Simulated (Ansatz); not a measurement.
VAg$_{3}$O$_{4}$:
```
VAg3O4
1.0
    4.94725     2.50242     0.00000
   -4.94725     2.50242     0.00000
   -4.28979     0.00000     9.05483
V Ag O
2 6 8
Direct
  0.55361   0.55361   0.75000
  0.44639   0.44639   0.25000
  0.69270   0.21140   0.59492
  0.30730   0.78860   0.40508
  0.21140   0.69270   0.90508
  0.78860   0.30730   0.09492
  0.00000   0.00000   0.50000
  0.00000   0.00000   0.00000
  0.12726   0.36882   0.29426
  0.87274   0.63118   0.70574
  0.36882   0.12726   0.20574
  0.63118   0.87274   0.79426
  0.25043   0.44516   0.60315
  0.74957   0.55484   0.39685
  0.44516   0.25043   0.89685
  0.55484   0.74957   0.10315
```

Relaxed with PBEsol.

Task: Give the Bader charges and basin volumes of the independent atoms, the program Ansatz at the PBEsol level (PAW).

Result: 

```csv
atom,Bader charge (e),Bader volume (Å³)
V1,+2.09,7.6
Ag3,+0.61,17.8
Ag7,+0.62,18.2
O9,-1.00,12.5
O13,-0.97,12.8
```

Space group C2/c. The first step of the workflow began from a Materials Project structure, measured or hypothetical; the Crystallography Open Database files this formula in space group No. 15, but the cells were not matched. Its standing as an ambient phase is unchecked. Symmetry was held in the PBEsol relaxation; its stability against distortions is not shown here. No spin polarisation was allowed. No Hubbard U is applied.

Potentials: the later of the program's two PAW sets.
